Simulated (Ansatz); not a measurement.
LiNbO3 (LiNbO3 type, space group R3c)

```
CELL_PARAMETERS angstrom
      2.56710     1.48212     4.60885
     -2.56710     1.48212     4.60885
      0.00000    -2.96423     4.60885
ATOMIC_POSITIONS crystal
  Li 0.70253 0.70253 0.70253
  Li 0.20253 0.20253 0.20253
  Nb 0.98491 0.98491 0.98491
  Nb 0.48491 0.48491 0.48491
  O  0.62334 0.87413 0.26480
  O  0.87413 0.26480 0.62334
  O  0.26480 0.62334 0.87413
  O  0.76480 0.37413 0.12334
  O  0.37413 0.12334 0.76480
  O  0.12334 0.76480 0.37413
```

The slice is a (0001) plane (indices of the conventional cell) through the point (0.765, 0.374, 0.123) (fractional), spanned by u = [1 0 -1] and v = [-1 2 -1] in vectors of this cell: u (5.13 Å) and v (8.89 Å, at 90° to u). It covers one period; positions are fractions (u, v).

The numbers are results of PBEsol (plane waves to 420 eV, PAW, scalar-relativistic; Ansatz, a program for electronic structure), not measurements. k mesh 8×8×8. Inside the PAW spheres the values are not all-electron values, and peaks at nuclei hang on which shells count as valence. LiNbO3 is run without spin polarisation. LiNbO3 was relaxed with its symmetry unable to fall. The PAW data are Ansatz's earlier set.

**Question.** Sketch the electron localisation function (ELF) on this plane as a map.

**Answer.** 
```
|xx999955002266888855221111339988|
|99997722005599999999661100228899|
|66552200117799xxxx88994411114466|
|00000000117799xxxx99996611000000|
|22222211115599999999995500000011|
|88887744001166999999661100002266|
|99999988220011446644000000117799|
|xxxx8899550000000000000000228899|
|xxxxxx99661100000000000000228899|
|99999988330000223311000000117799|
|88885522110033778877440000004477|
|22222222111177999999995500000022|
|0011335522229999xx99997711000000|
|22113344223399xxxxxx997711002233|
|8855221111339988xx99995500226688|
|99996611002288999999772200559999|
|xx8899441111446666552200117799xx|
|xx9999661100000000000000117799xx|
|99999955000000112222221111559999|
|99996611000022668888774400116699|
|66440000001177999999998822001144|
|0000000000228899xxxx889955000000|
|0000000000228899xxxxxx9966110000|
|33110000001177999999998833000022|
|88774400000044778888552211003377|
|99999955000000222222222211117799|
|xx999977110000000011335522229999|
|xxxx99771100223322113344223399xx|
```
Scale: ten equal steps from 0.01 (start of '0') to 0.84 (end of '9'), in the order '0123456789'. Values: electron localisation function (ELF). The map has 16 points along u (two characters each, u = 0 at the left) and 28 along v (v = 0 in the bottom row). Points within 0.4 Å of a nucleus are blanked (x), as the pseudised field means little there.
